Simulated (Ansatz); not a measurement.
Ru (dhcp (α-La type), P6_3/mmc) at seven volumes, PBE in the plane-wave PAW code Ansatz, shape and atoms relaxed at each. One row is withheld.

| V (Å³/atom) | P (GPa) |
|---|---|
| 12.578 | ? |
| 12.993 | 22.11 |
| 13.408 | 10.09 |
| 13.822 | -0.01 |
| 14.237 | -8.47 |
| 14.652 | -15.56 |
| 15.066 | -21.48 |

### Question
Fit the shown pressures and predict the withheld one.

### Answer
P = (3/2)B₀(x^(7/2) − x^(5/2))[1 + (3/4)(B′ − 4)(x − 1)] with x = (V₀/V)^(2/3). Least squares on the six rows gives V₀ = 13.822 Å³/atom, B₀ = 307 GPa, B′ = 4.88. At V = 12.578, x = 1.0649 and P = 36.47 GPa. The run itself gave 36.41 GPa.

The cell is a constructed one: a structure type filled with these elements. Its sites differ from those of the usual phase in this space group: another stacking or structure type. The cell was relaxed with PBE under the symmetry of its start; of distortions, only those at the zone centre were tested. No spin polarisation was allowed.

Potentials: the later of the program's two PAW sets.
